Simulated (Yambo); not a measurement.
LiCl (rock salt, space group Fm-3m, No. 225): one transition space (10×10×10 mesh, 3 valence and 4 conduction bands, Tamm-Dancoff) with different kernels in Yambo, on LDA orbitals; field along x. BSE alone uses the static screening with 16 bands and a 4 Ry block; its scissor and those of RPA and TDDFT come from G0W0, that of the TDHF-type run from bare exchange.

```csv
kernel,scissor (eV),direct gap with it (eV),lowest state (eV)
BSE (screened electron-hole attraction),3.01,9.61,?
RPA (no attraction),3.01,9.61,9.61 (weak)
"TDHF-type (unscreened attraction, exchange-only scissor)",9.36,15.95,?
```

Q: Some entries are withheld; supply them.

A: 
- BSE (screened electron-hole attraction), lowest state (eV): 8.73 (strong)
- TDHF-type (unscreened attraction, exchange-only scissor), lowest state (eV): 11.29 (strong)

RPA leaves the lowest state at the direct gap: no bound exciton. These are vertical excitations (zero momentum). Spin singlets only. Strong means a line over 3 % of the spectrum's maximum, dark under 0.03 %. Absolute energies carry the error of the G0W0 scissor, whose convergence isn't established. On a 6×6×6 mesh the BSE binding is 0.98 eV, so it isn't converged.

Geometry relaxed with LDA; primitive cell a = 3.5103 Å, b = 3.5103 Å, c = 3.5103 Å, α = 60.00°, β = 60.00°, γ = 60.00°.
